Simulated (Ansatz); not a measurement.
One crystal and one scan (energy over volume and axial ratio) at two levels, PBE (plane waves to 420 eV, PAW, scalar-relativistic; Ansatz, a first-principles code) and r2SCAN (plane waves to 500 eV, PAW, scalar-relativistic; Ansatz), each from its own relaxed cell and on its own mesh. The cell shown is that of PBE.

LiF (rock salt)

```yaml
crystal:
  lattice:
    - [0.00000, 2.03393, 2.03393]
    - [2.03393, 0.00000, 2.03393]
    - [2.03393, 2.03393, 0.00000]
  atoms:
    - { symbol: F, position: [0.00000, 0.00000, 0.00000] }
    - { symbol: Li, position: [0.50000, 0.50000, 0.50000] }
```

Two coordinates are scanned: the volume, and the ratio of the stretch along z (the conventional c axis) to the stretch across it. Atoms keep their fractional coordinates.

E stands for the smeared free energy. LiF was relaxed with its symmetry unable to fall. Percentages come from the unrounded values. Both scans cover V/V₀ from 0.960 to 1.040 and (c/a)/(c/a)₀ from 0.960 to 1.040.

Results of PBE:

```
Property                                                     Result
-----------------------------------------------------------  ------
Lattice constant a (Å)                                        4.068
Shear modulus C′ = (C11 − C12)/2 (fit, atoms clamped) (GPa)      31
```

Task: What does r2SCAN give for the same quantities?

Result: 
| quantity | r2SCAN | PBE − r2SCAN |
|---|---|---|
| Lattice constant a (Å) | 3.990 | +0.078 (+1.9 %) |
| Shear modulus C′ = (C11 − C12)/2 (fit, atoms clamped) (GPa) | 46 | -15 (-33 %) |

PBE gives the higher value for: lattice constant a. PBE gives the lower value for: shear modulus C′. Neither level is exact: the differences show how much the result hangs on the functional.

(Under strain, the slope of the energy per volume gives the stress and its curvature an elastic modulus.)
